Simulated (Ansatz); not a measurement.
Theory: Ansatz, DFT PBE, scalar-relativistic, plane waves, PAW. Plane waves to 420 eV, a 6×6×6 mesh through Γ for the 9-atom cell and 0.02 eV Gaussian smearing; no spin polarisation.

The zero of energy is the elements' standard structures at the same level; no fitted shifts are applied.

Question: Give a relaxed trial structure of a trigonal wide-gap insulator with formula MgBe₂I₆, with a gap near 3.3 eV, a formation energy near −0.66 eV/atom and a density near 3.6 g/cm³, in a cell of 9 atoms.

Answer: MgBe₂I₆, space group R-3 (No. 148). Mg has 6 I at 2.97 Å; around Be lie 3 I at 2.32 Å; I is surrounded by 1 Be at 2.32 Å and 1 Mg at 2.97 Å.

```
CELL_PARAMETERS angstrom
3.61455 2.08686 8.22440
-3.61455 2.08686 8.22440
0.00000 -4.17372 8.22440
ATOMIC_POSITIONS crystal
Mg 0.00000 0.00000 0.00000
Be 0.73209 0.73209 0.73209
Be 0.26791 0.26791 0.26791
I 0.24391 0.58863 0.94987
I 0.58863 0.94987 0.24391
I 0.94987 0.24391 0.58863
I 0.75609 0.41137 0.05013
I 0.41137 0.05013 0.75609
I 0.05013 0.75609 0.41137
```

| Item | Value |
| --- | --- |
| Volume per atom | 41.4 Å³ |
| Density | 3.6 g/cm³ |
| Formation energy | −0.659 eV/atom |
| Gap on the 6×6×6 mesh of the 9-atom cell | 3.30 eV |

It was reached by relaxing an invented guess, and it needn't be the stable form of this composition. The answer needn't be unique; the calculation gave this one.

No dispersion correction is applied, so the spacing and binding between layers, chains or molecules are poorly described. Spin–orbit coupling, which can matter for I, is left out. Kohn–Sham gaps at this level usually fall short of measured ones. The missing spin–orbit coupling can work the other way here. The reference form of I is held partly by dispersion forces, which this level lacks. A structure relaxed within its symmetry needn't be a true minimum.
